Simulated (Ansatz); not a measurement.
A geometry of InSe away from equilibrium: step 2 of the relaxation of a relaxed InSe cell, doubled along one cell vector, shaken by Gaussian noise of σ = 0.08 Å a coordinate. All values below come from PBE (plane waves to 420 eV, PAW, scalar-relativistic; Ansatz, an electronic-structure program). Γ-centred k-mesh 5×5×3 on the run's cell (coarser than for final values), Fermi–Dirac smearing 0.05 eV.

```xyz
12
Lattice="-2.5713 2.5714 6.5809 2.6027 -2.6321 6.6170 5.1466 5.2680 -13.2094" Properties=species:S:1:pos:R:3:forces:R:3 pbc="T T T" free_energy=-66404.600 pressure_GPa=-0.3
In    -0.0703    -0.0756     4.4277   -0.1904    0.0438   -0.0232
In     2.7175     2.6198    -2.2270    0.1629    0.0636   -0.0006
In    -0.0210    -0.0452     7.5013    0.1304    0.0454    0.0858
In     2.6239     2.5966     0.8395    0.0042    0.0117    0.0048
In     0.0665     0.0050     0.7736   -0.0516   -0.0614   -0.7845
In     2.5839     2.5648    -5.8540    0.0556    0.1252   -0.0373
Se     2.6449    -0.0116     1.8886   -0.1034   -0.0288    0.0631
Se     5.2301     2.6620    -4.7293   -0.1079   -0.1239    0.0210
Se     0.0870     2.6098     1.8802   -0.1549   -0.0163   -0.0131
Se     2.5346     5.2376    -4.6835    0.1928   -0.0143   -0.0240
Se     0.0926    -0.1702    11.3285    0.0022   -0.1747    0.7852
Se     2.6088     2.5285     4.8360    0.0600    0.1298   -0.0770
```

Positions in Å, forces in eV/Å, free energy of the cell in eV (comparable only within this code, potentials and settings). Largest force: 0.80 eV/Å, on Se11 (atoms numbered as listed); the geometry lies 0.20 eV/atom above the end of its relaxation.

No spin polarisation in the result.

The end of the path is a generated cell of InSe: the first start was made by a random draw of sites in a space group, and the end was not matched to a known phase here, so it may be hypothetical. Known forms of InSe include space group No. 194.
